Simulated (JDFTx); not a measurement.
TiAl(001) slab cut from bulk TiAl (space group P4/mmm, indices of the conventional cell, lattice of the Materials Project entry mp-1953, not re-optimised): 3 atoms in 3 planes, a 1x1 cell of 7.90 Å² (|a| = 2.811, |b| = 2.811 Å), 4.0 Å between the outermost planes, Al outermost, slab composition TiAl2, cell height 20.1 Å, 8×8×1 k mesh, Fermi smearing 0.01 Ha, no spin polarisation. Whether this polymorph is the ambient one wasn't checked. Neither spin polarisation nor a larger cell was tried.

Profiles through the double layer of this slab, charged, in linear PCM (GLSSA13), water, 1 M KCl; PBE, GBRV ultrasoft potentials, plane waves to 20/100 Ha, JDFTx (a modified build). z is the height above the outermost atoms, φ the plane-averaged electrostatic potential energy of an electron (zero in the bulk liquid), ρ_b the bound charge of solvent and ions, s the cavity shape function (0 in the solid, 1 in the liquid).

```csv
z (Å),n (e/Å³),s,φ (eV),ρ_b (10⁻³ e/Å³)
0.92,0.0986,0.00,-2.946,0.00
1.37,0.0464,0.00,-1.601,-0.27
1.81,0.0177,0.00,-0.413,-4.33
2.26,0.0063,0.07,-0.038,-2.79
2.71,0.0022,0.58,-0.015,1.72
3.15,0.0008,0.97,-0.012,0.85
3.60,0.0003,1.00,-0.010,0.31
4.05,0.0001,1.00,-0.008,0.11
4.49,0.0000,1.00,-0.007,0.04
4.94,0.0000,1.00,-0.006,0.01
5.39,0.0000,1.00,-0.005,0.00
5.83,0.0000,1.00,-0.005,0.00
6.28,0.0000,1.00,-0.004,0.00
6.73,0.0000,1.00,-0.004,0.00
7.17,0.0000,1.00,-0.003,0.00
7.62,0.0000,1.00,-0.003,0.00
```

Problem. Is the electrode positively or negatively charged, and roughly by how much?

Solution. Positively: σ = 3.2 μC/cm² per face. The liquid's bound charge is of the opposite sign overall, and far from the surface φ decays with the screening length (3.0 Å).
